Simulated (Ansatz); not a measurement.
One crystal and one scan (generalised stacking-fault energy along a line) at two levels, PBE (plane waves to 420 eV, PAW, scalar-relativistic; Ansatz, a first-principles code) and PBEsol (plane waves to 420 eV, PAW, scalar-relativistic; Ansatz), each from its own relaxed cell and on its own mesh. The cell shown is that of PBE.

Generalised stacking fault of CaF2 (fluorite) on the {100} plane. The cell below holds the perfect crystal with the plane normal along z; tilting its third vector by the shift puts one fault into each cell, between planes 1.38 Å apart, at fixed cell height.

```
CaF2
1.0
    3.89684     0.00000     0.00000
    0.00000     3.89684     0.00000
    1.94842     1.94842     8.26644
Ca F
3 6
Cartesian
  1.78605   1.78605   7.57757
  1.78605   1.78605   2.06661
  3.73447   3.73447   4.82209
  3.73447   1.78605   0.68887
  1.78605   3.73447   3.44435
  3.73447   1.78605   6.19983
  1.78605   3.73447   0.68887
  3.73447   1.78605   3.44435
  1.78605   3.73447   6.19983
```

In-plane vectors a = (3.897, 0.000) Å, b = (0.000, 3.897) Å, area 15.19 Å². The shift is s times the vector a (length 3.897 Å), so s = 1 restores the start. Atoms relax along the normal only. γ = [E(shift) − E(0)] / area.

E is the zero-smearing estimate. CaF2 was relaxed with its symmetry unable to fall. Faults lie only 8.1 Å apart, and holding the cell height raises γ above its relaxed value. Faults lie only 8.3 Å apart, and holding the cell height raises γ above its relaxed value. Some relaxations began with atoms very close together and may have settled on another branch. Both scans cover s from 0.000 to 0.917.

γ (mJ/m²), each from zero shift of its own level:

```csv
s,PBE,PBEsol
0.000,0,0
0.083,101,119
0.167,321,withheld
0.250,587,669
0.333,848,955
0.417,1040,1165
0.500,1111,1242
0.583,1040,1165
0.667,848,955
0.750,587,669
0.833,321,withheld
0.917,101,119
```

### Question
Estimate the PBEsol value at 0.167 from the PBE value there and the ratio of the two levels in the two nearest given rows on that side of the minimum.

### Answer
At 0.250 and 0.083 the ratio PBEsol/PBE averages 1.159, which gives 1.159 × 321 = 372 mJ/m². The calculation gives 372 mJ/m², +15.9 % against PBE.

(The slope of γ gives the shear force per area between the displaced halves; near zero shift its curvature is an elastic stiffness.)
